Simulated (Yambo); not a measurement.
G0W0@PBEsol for Ba2OsH6 (space group Fm-3m, No. 225) in Yambo. Reference settings: 2×2×2 Γ-centred k mesh, bands 5 to 188 and a 7 Ry block in the screening, 188 bands in G with the Bruneval-Gonze terminator, plasmon pole fitted at 27.2 eV. The PBEsol gap Γ → X on this mesh is 1.85 eV; G0W0 gaps are taken between the same points.

With and without the terminator, as bands are cut:

```
bands in G (in W)  gap, terminator (eV)  gap, none (eV)  valence shift, terminator (eV)  valence shift, none (eV)
-----------------  --------------------  --------------  ------------------------------  ------------------------
69 (188)                          2.784           2.581                          -0.146                     0.538
120 (188)                         2.787           2.673                          -0.213                     0.143
188 (188)                         2.798           2.748                          -0.245                    -0.077
```

Over this range the gap spans 0.014 eV with the terminator and 0.167 eV without, the valence shift 0.099 eV and 0.615 eV. Neither column has reached its limit for certain.

Spin-orbit coupling is not included.

Geometry of the Materials Project entry, not relaxed at this level; primitive cell a = 5.7222 Å, b = 5.7222 Å, c = 5.7222 Å, α = 60.00°, β = 60.00°, γ = 60.00°.

The structure is a Materials Project entry; no match was found in the copy of COD used, and its stability was not checked.

A shift is the quasiparticle energy of the state minus its PBEsol energy.
